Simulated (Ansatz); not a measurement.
Space group P4_2/mnm (No. 136). a = 4.640 Å, b = 4.640 Å, c = 3.007 Å, α = 90.00°, β = 90.00°, γ = 90.00°
| atom | site | symmetry | x | y | z |
| --- | --- | --- | --- | --- | --- |
| Ti | 2a | m.mm | 0.0000 | 0.0000 | 0.0000 |
| O | 4f | m.2m | 0.3057 | 0.3057 | 0.0000 |

Equation of state of this TiO$_{2}$ structure (not necessarily the ground state), with shape and atoms relaxed at each volume where symmetry leaves them free. All numbers below come from DFT PBE+U, scalar-relativistic, plane waves, PAW (Ansatz).

Plane waves to 420 eV, a k mesh through Γ of 6×6×10 on the computed 6-atom cell and Gaussian smearing (0.02 eV); U_eff Ti 4.00 eV on the d shells (Löwdin-orthogonalised atomic orbitals); no spin polarisation.

| V (Å³/atom) | E − E(largest V) (meV/atom) | P (GPa) | gap on mesh (eV) |
| --- | --- | --- | --- |
| 9.494 | 71.63 | 35.37 | 2.54 |
| 9.818 | 11.77 | 24.17 | 2.46 |
| 10.141 | -27.22 | 14.70 | 2.38 |
| 10.465 | -48.60 | 6.72 | 2.31 |
| 10.789 | -55.20 | 0.01 | 2.26 |
| 11.112 | -49.43 | -5.55 | 2.23 |
| 11.436 | -33.54 | -10.06 | 2.21 |
| 11.868 | 0.00 | -14.60 | 2.22 |

Q: Fit a third-order Birch–Murnaghan equation to E(V).

A: V0 = 10.79 Å³/atom, B0 = 200 GPa, B0' = 5.1.

Cost: 8 runs of about 2.9 core-minutes in all, on Intel Xeon 6975P-C (Granite Rapids) (shared hosts).